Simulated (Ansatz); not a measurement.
In DFT-PBEsol in the program Ansatz with PAW potentials, AlBRu in the orthorhombic phase (Cmcm; Al on 4c, B on 4c, Ru on 4c) relaxes to a = 2.854 Å, b = 13.534 Å, c = 3.397 Å. Against the elements it lies at -258 meV/atom, with no fitted shifts.

Electronic character: metallic (no gap).

The bulk modulus is 220 GPa.

The start of the workflow was typed in or built on a structure type; neither database checked (COD, Materials Project) lists it. Its standing as an ambient phase is unchecked. Symmetry was held in the PBEsol relaxation; its stability against distortions is not shown here. The run is not spin-polarised. The references are the lowest solids computed at this level, not always the standard phases. Spin–orbit coupling is left out wherever it is not named.

Potentials: the later of the program's two PAW sets.
